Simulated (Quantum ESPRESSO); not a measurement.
```xyz
3
Lattice="3.8419 0.0000 0.0000 -1.9209 3.3272 0.0000 0.0000 0.0000 6.4859" Properties=species:S:1:pos:R:3 pbc="T T T"
Se     1.9210     1.1091     4.9105
Se     0.0000     2.2181     1.5754
Sn     0.0000     0.0000     0.0000
```

The geometry is that of Materials Project entry mp-665, symmetrised and not relaxed again.

**Question.** What does norm-conserving PBEsol (Quantum ESPRESSO, 86 Ry, with spin-orbit coupling) give for the electronic structure near the Fermi level?

**Answer.** The PBEsol gap is indirect, 0.64 eV, from 38 % of the way from Γ to M to 20 % of the way from L to M; the smallest direct gap is 1.05 eV. Another valence extremum on the path lies within 0.02 eV, too close to call. 

The distance between layers or molecules is the database entry's, not relaxed here. Functionals without dispersion can leave it too large, which widens gaps and weakens the response across layers: the numbers belong to this cell.
